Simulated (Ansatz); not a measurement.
Si:
```xyz
2
Lattice="0.0000 2.7144 2.7144 2.7144 0.0000 2.7144 2.7144 2.7144 0.0000" Properties=species:S:1:pos:R:3 pbc="T T T"
Si     2.7144     2.7144     2.7144
Si     4.0716     4.0716     4.0716
```

Relaxed with r²SCAN+D4. Special points in fractions of this cell's reciprocal vectors: Γ (0.000, 0.000, 0.000); X (0.500, 0.000, 0.500); U (0.625, 0.250, 0.625); K (0.375, 0.375, 0.750); L (0.500, 0.500, 0.500); W (0.500, 0.250, 0.750).

Question: List the band energies nearest the valence-band maximum at these points for plane-wave PAW r²SCAN+D4 (Ansatz code).

Answer: In eV from the valence-band maximum; about four levels below and three above (degenerate sets whole), none deeper than 8.9 eV; points with the same levels are listed once.

```csv
k,below,above
Γ,0.00 0.00 0.00,2.74 2.74 2.74
X,-8.17 -8.17 -3.02 -3.02,0.91 0.91 10.87 10.87
U,-8.61 -7.55 -4.51 -2.57,1.42 4.46 7.98
L,-7.29 -1.28 -1.28,1.88 3.57 3.57
W,-8.00 -8.00 -4.04 -4.04,4.59 4.59 5.42 5.42
```

Space group Fd-3m (diamond). The cell was relaxed with r²SCAN+D4 under the symmetry of its start.

Potentials: the earlier of the program's two PAW sets.
